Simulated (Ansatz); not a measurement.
Task: Each is relaxed and computed with DFT-PBEsol in the program Ansatz with PAW potentials. Which is the only metal?
A) SiGe, wurtzite
B) SiGeC2, P-4m2 (Si on 1a, C on 2g, Ge on 1c)
C) GeOs, P-6m2 (Os on 1a, Ge on 1f)
D) Ge3N4, P6_3/m (Ge on 6h, N on 2c, N on 6h)

Result: C, GeOs, P-6m2 (Os on 1a, Ge on 1f). GeOs: metal; SiGe: gap 0.35 eV (indirect); SiGeC2: gap 1.38 eV (indirect); Ge3N4: gap 2.08 eV (direct). Constructed cells (a structure type filled with these elements, in neither database checked): GeOs, P-6m2 (Os on 1a, Ge on 1f). Typed or built starts, not in the databases checked: SiGeC2, P-4m2 (Si on 1a, C on 2g, Ge on 1c). Standing as an ambient phase not checked: SiGe, wurtzite. Unstable at this level: GeOs, P-6m2 (Os on 1a, Ge on 1f). All cells were relaxed under the symmetry of their starts (and spin orders); stability against distortions was not tested throughout. Named crystals with no word on spin ran without spin polarisation. Scalar-relativistic: spin–orbit coupling is off unless named, which matters more the heavier the elements.

Potentials: the earlier of the program's two PAW sets. The files were generated under PBE; for other functionals the program regenerates the frozen cores, and for LDA and PBEsol the local potential too.
